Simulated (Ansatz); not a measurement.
One starting cell of CdS (a generated cell, CdS built in the 4H structure type) was relaxed twice with Ansatz (plane waves, PAW, scalar-relativistic): with PBEsol at 420 eV and with PBE at 420 eV. The PBEsol result:

CdS is modelled in the hexagonal space group P6₃mc (No. 186), Pearson symbol hP8. Cell: a = b = 4.1210 Å, c = 13.4387 Å, α = β = 90.00°, γ = 120.00°. Cd1 on 2a is surrounded by 4 S at 2.521–2.524 Å (tetrahedral). Cd2 on 2b sees 4 S at 2.523 Å (tetrahedral). S1 on 2a is surrounded by 4 Cd at 2.523 Å (tetrahedral). S2 on 2b is coordinated by 4 Cd at 2.521–2.524 Å (tetrahedral). (Neighbours: up to the widest gap in distance over summed covalent radii, below 1.35, at either atom; cation-cation and far metal-metal contacts left out.)

```tsv
quantity	PBEsol	PBE
space group	P6₃mc	P6₃mc
volume (Å³/atom)	24.71	26.04
a (Å)	4.121	4.194
c (Å)	13.439	13.676
gap (eV, no spin-orbit coupling)	1.05	1.07
```

Both levels end in the same structure; PBE's volume is 5.4 % larger; its gap is the same within 0.05 eV. Neither column is exact.

No spin polarisation in the result.

The run could not lose the symmetry of its start.

The first start was generated by placing the elements on the sites of a structure type. A measured structure of CdS has the same space group, P6₃mc (No. 186); the sites were not compared with it.

Ansatz is a first-principles code.
